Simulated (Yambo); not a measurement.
Material: NaYS2 (space group R-3m, No. 166); a = 6.9641 Å, b = 6.9641 Å, c = 6.9641 Å, α = 32.83°, β = 32.83°, γ = 32.83° (4 atoms in the cell). Cell and atoms were relaxed with PBEsol from Materials Project entry mp-10226, within its symmetry.

With PBEsol (Quantum ESPRESSO, PseudoDojo norm-conserving, 88 Ry, scalar-relativistic), the gap between the mesh's edge points (Γ → F) is 2.145 eV.

Task: By how much does one-shot G0W0 (Yambo; 4×4×4 Γ-centred k mesh, bands 3 to 130 and a 7 Ry block in the screening, 130 bands in G with the Bruneval-Gonze terminator, plasmon pole fitted at 27.2 eV) open this gap, and what gap results?

Result: The correction is 1.619 eV, giving 3.764 eV, 1.8 times the PBEsol value.  Convergence of the G0W0 settings was not tested.
